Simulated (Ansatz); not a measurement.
CaAlO2F:
```xyz
5
Lattice="3.7267 0.0000 0.0000 0.0000 3.7267 0.0000 0.0000 0.0000 3.6766" Properties=species:S:1:pos:R:3 pbc="T T T"
Ca     1.8634     1.8634     1.8383
Al     0.0000     0.0000     0.0000
O      1.8634     0.0000     0.0000
O      0.0000     1.8634     0.0000
F      0.0000     0.0000     1.8383
```

Relaxed with PBEsol.

Give the optical modes at the zone centre with their infrared activity from DFPT, PBEsol in the plane-wave PAW code Ansatz.

Transverse frequencies, without the LO–TO term; a row sums one degenerate level.

```tsv
ω (cm⁻¹)	degeneracy	IR ((D/Å)²/amu)	activity	symmetry
78i	1	11.37	IR	A2u
153	2	17.19	IR	Eu
176	1	0.00	IR-inactive	B2u
244	2	0.24	IR	Eu
390	2	18.96	IR	Eu
425	1	7.89	IR	A2u
625	1	5.33	IR	A2u
708	2	16.35	IR	Eu
```

How high does the top mode go among those that the LO–TO term moves?

822 cm⁻¹ for q along x, 822 cm⁻¹ for q along y, 724 cm⁻¹ for q along z.

Space group P4/mmm. The start of the workflow was typed in or built on a structure type; neither database checked (COD, Materials Project) lists it. Its standing as an ambient phase is unchecked. Symmetry was held in the PBEsol relaxation. At this level the phase is dynamically unstable (imaginary phonons).

Potentials: the earlier of the program's two PAW sets. The files were generated under PBE; for other functionals the program regenerates the frozen cores, and for LDA and PBEsol the local potential too.
